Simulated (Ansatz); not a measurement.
TiAl (L1₀ or tetragonal B2, P4/mmm) at seven volumes, plane-wave PAW PBEsol (Ansatz code), shape and atoms relaxed at each. One row is withheld.

| V (Å³/atom) | P (GPa) |
|---|---|
| 14.354 | 13.65 |
| 14.827 | 8.42 |
| 15.300 | 3.91 |
| 15.773 | 0.01 |
| 16.246 | ? |
| 16.719 | -6.25 |
| 17.193 | -8.75 |

### Question
Fit the shown pressures and predict the withheld one.

### Answer
P = (3/2)B₀(x^(7/2) − x^(5/2))[1 + (3/4)(B′ − 4)(x − 1)] with x = (V₀/V)^(2/3). Least squares on the six rows gives V₀ = 15.775 Å³/atom, B₀ = 120 GPa, B′ = 3.90. At V = 16.246, x = 0.9806 and P = -3.33 GPa. The run itself gave -3.35 GPa.

The cell was relaxed with PBEsol under the symmetry of its start. The run is not spin-polarised.

Potentials: the later of the program's two PAW sets.
